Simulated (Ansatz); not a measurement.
Al2ZnTe4 in space group I-4 (No. 82; Al on 2d, Al on 2b, Zn on 2a, Te on 8g), the program Ansatz at the r²SCAN level (PAW), all energies at zero smearing, with the estimated change up to a 700 eV cutoff added, with one set of potentials and settings (totals compare only within such a set). Cell of 7 atoms (2 Al, 1 Zn, 4 Te): -32389.841 eV.

```
element                reference phase  E (eV/atom)
-------  -----------------------------  -----------
Al          Fm-3m, 1 atoms in the cell    -540.4083
Zn       P6_3/mmc, 2 atoms in the cell   -3325.6729
Te         P3_121, 3 atoms in the cell   -6994.8235
```

Formation energy per atom, worked out: (-32389.841 − 2×(-540.4083) − 1×(-3325.6729) − 4×(-6994.8235))/7 = -0.580 eV/atom (-56 kJ per mol of atoms), at 0 K, without zero-point energy or fitted corrections.

The workflow started from a Materials Project entry (that database holds measured and hypothetical structures alike); the Crystallography Open Database files this formula in space group No. 82, but the cells were not matched. Whether it is the stable phase at ambient conditions was not checked. The r²SCAN relaxation kept the symmetry of its start; whether a distortion lowers the energy is not shown. The references are the lowest solids computed at this level, not always the standard phases. Spin–orbit coupling is left out wherever it is not named.

Potentials: the later of the program's two PAW sets.
